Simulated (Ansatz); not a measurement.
**Computed properties of GeB2Mo2**

GeB$_{2}$Mo$_{2}$:
```cif
data_B2GeMo2
_chemical_formula_sum 'Mo2 Ge1 B2'
_space_group_name_H-M_alt 'P 1'
_space_group_IT_number 1
_cell_length_a 3.13369
_cell_length_b 3.13369
_cell_length_c 6.75381
_cell_angle_alpha 90.000
_cell_angle_beta 90.000
_cell_angle_gamma 120.000
loop_
_space_group_symop_operation_xyz
  'x, y, z'
loop_
_atom_site_label
_atom_site_type_symbol
_atom_site_fract_x
_atom_site_fract_y
_atom_site_fract_z
_atom_site_occupancy
Mo1 Mo 0.33333 0.66667 0.71870 1
Mo2 Mo 0.33333 0.66667 0.28130 1
Ge1 Ge 0.00000 0.00000 0.00000 1
B1 B 0.00000 0.00000 0.50000 1
B2 B 0.66667 0.33333 0.50000 1
```

Space group P-6m2 (No. 187); conventional cell a = 3.1337 Å, b = 3.1337 Å, c = 6.7538 Å, α = 90.00°, β = 90.00°, γ = 120.00°.

Method: r²SCAN in the plane-wave PAW code Ansatz. Structure relaxed to zero pressure with the same functional. Other levels are named where they apply.

**Cell and energy**

- Volume per atom = 11.49 Å³
- Density = 8.27 g/cm³
- Formation energy from the elements (no fitted shifts) = -0.31 eV/atom

**Electronic structure**

- Electronic character = metallic (no gap)
- Density of states at the Fermi level = 0.50 states/eV per atom (mean over ±0.08 eV)

**Mechanics**

- Bulk modulus (Birch–Murnaghan fit): 248 GPa
- Pressure derivative B′: 4.5

**Charges**

Bader charges: Mo +0.74, Ge -0.43, B -0.55 to -0.51 e

The start of the workflow was typed in or built on a structure type; neither database checked (COD, Materials Project) lists it. Its standing as an ambient phase is unchecked. The r²SCAN relaxation kept the symmetry of its start; its stability against distortions is not shown here. The run is not spin-polarised. The references are the lowest solids computed at this level, not always the standard phases. Scalar-relativistic: spin–orbit coupling is off unless named, which matters more the heavier the elements.

Potentials: the earlier of the program's two PAW sets. The files were generated under PBE; for other functionals the program regenerates the frozen cores, and for LDA and PBEsol the local potential too.
